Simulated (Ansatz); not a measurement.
Relaxed CdTe (zinc blende):

```
CdTe
1.0
    0.00000     3.27881     3.27881
    3.27881     0.00000     3.27881
    3.27881     3.27881     0.00000
Te Cd
1 1
Direct
  0.75000   0.75000   0.75000
  0.00000   0.00000   0.00000
```

In this cell atom 1 (Te, nearest neighbour Cd at 2.840 Å; its periodic images, 4.6 Å or more away, move with it) is moved by s along Cartesian [111], unit vector (0.577, 0.577, 0.577); all other atoms and the cell stay fixed.

Method: r2SCAN (plane waves to 500 eV, PAW, scalar-relativistic; Ansatz, an electronic-structure program). k mesh 7×7×7 (Γ-centred), Fermi-Dirac smearing 0.05 eV. Energies are smeared free energies. Left out: 1 of 11 points, with atoms too close for the PAW data. CdTe was relaxed with its symmetry unable to fall. Spin-orbit coupling is left out, though Te is heavy. ΔE is measured from the undisplaced structure.

```tsv
s (Å)	ΔE (meV/cell)
-0.850	464
-0.680	384
-0.510	274
-0.340	withheld
-0.170	47
0.000	0
0.170	74
0.340	371
0.510	1068
0.680	2475
```

Q: Fit a polynomial form (powers 2, 3, 4) to the given rows and predict ΔE at s = -0.340.

A: Least squares on the 9 given rows: ΔE = (2189)·s² + (3321)·s³ + (1804)·s⁴, in meV/cell with s in Å; root-mean-square residual 30.6 meV/cell. At -0.340 the fit gives 147 meV/cell; the calculation gives 152 meV/cell, so the interpolation is off by -5 (-3.3 %). The quadratic term alone would give 253 meV/cell.

(For displaced atoms, the force is minus the slope of the energy, and its curvature is a force constant, which sets phonon frequencies.)
